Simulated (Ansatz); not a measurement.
CrI3:
```yaml
crystal:
  lattice:
    - [3.46025, 1.99778, 6.71132]
    - [-3.46025, 1.99778, 6.71132]
    - [0.00000, -3.99556, 6.71132]
  atoms:
    - { symbol: Cr, position: [0.33366, 0.33366, 0.33366] }
    - { symbol: Cr, position: [0.66634, 0.66634, 0.66634] }
    - { symbol: I, position: [0.07655, 0.72517, 0.43135] }
    - { symbol: I, position: [0.43135, 0.07655, 0.72517] }
    - { symbol: I, position: [0.72517, 0.43135, 0.07655] }
    - { symbol: I, position: [0.92345, 0.27483, 0.56865] }
    - { symbol: I, position: [0.56865, 0.92345, 0.27483] }
    - { symbol: I, position: [0.27483, 0.56865, 0.92345] }
```
The run is spin-polarised; directions of the spins, atom by atom: ↑ ↑ 0 0 0 0 0 0.

Relaxed with r²SCAN+D4. Independent-particle spectrum: no excitons, no local fields, no scissors shift; 0.1 eV broadening; ε₁ of the summed bands alone.

Q: Tabulate the dielectric function from r²SCAN+D4 (plane waves, PAW; program Ansatz).

A: 

```csv
E (eV),ε₁ xx,ε₂ xx,ε₁ zz,ε₂ zz
0.0,7.23,0.00,6.36,0.00
0.3,7.29,0.00,6.40,0.00
0.6,7.48,0.00,6.54,0.00
0.9,7.87,0.00,6.82,0.00
1.2,8.64,0.00,7.37,0.00
1.5,11.03,0.61,8.89,0.12
1.8,10.86,6.20,10.91,5.23
2.1,6.31,5.05,3.76,3.25
2.4,5.69,5.24,5.41,2.44
2.7,7.19,3.45,6.83,2.47
3.0,6.38,9.31,5.00,5.20
3.3,2.86,4.92,5.82,2.79
3.6,3.72,6.08,6.08,6.20
3.9,1.75,4.78,2.41,4.51
4.2,2.98,4.09,3.33,3.01
4.5,1.59,4.40,3.90,4.39
4.8,1.48,3.42,2.45,4.50
5.1,1.33,2.51,1.88,3.47
5.4,2.10,1.47,1.91,2.30
5.7,3.22,1.51,2.97,1.52
6.0,3.77,1.73,3.77,1.91
6.3,4.59,2.30,4.00,2.14
6.6,4.32,3.62,4.47,2.86
6.9,3.73,3.47,4.48,3.18
7.2,4.02,3.86,4.55,4.05
7.5,3.69,4.44,3.79,4.38
7.8,3.33,4.70,4.20,4.75
8.1,3.30,4.97,3.12,5.09
8.4,2.68,5.71,3.13,5.45
8.7,1.99,5.86,2.25,5.89
9.0,1.17,5.66,1.91,5.88
9.3,0.91,5.69,1.28,6.67
9.6,0.06,5.64,-0.24,6.12
9.9,-0.58,5.08,-0.61,5.28
10.2,-0.96,4.80,-0.98,4.96
10.5,-1.24,4.12,-1.21,4.29
10.8,-1.25,3.77,-1.29,4.08
11.1,-1.43,3.54,-1.68,3.72
11.4,-1.58,3.00,-1.71,3.12
11.7,-1.57,2.60,-1.72,2.76
12.0,-1.50,2.29,-1.69,2.39
```

Q: From ε at 3.4 eV (xx: 3.95 + 4.80i), find n, k, the normal reflectivity and the absorption coefficient.

A: n = 2.25, k = 1.064, R = 23 %, α = 2kE/ħc = 370000 cm⁻¹.

With all bands, ε∞ without local fields is 7.32 (xx = yy), 6.45 (zz).

Space group R-3. Symmetry was held in the r²SCAN+D4 relaxation. Magnetic state: ferromagnetic, chosen from 4 collinear starts compared on coarse meshes (ties went to the first, and starts can fall back to one state), not a proven ground state. The volume moved by 23 % from the start of the relaxation. Other orbital occupations within this spin state were not tried. No Hubbard U is applied. Spin–orbit coupling is left out wherever it is not named.

Potentials: the later of the program's two PAW sets.
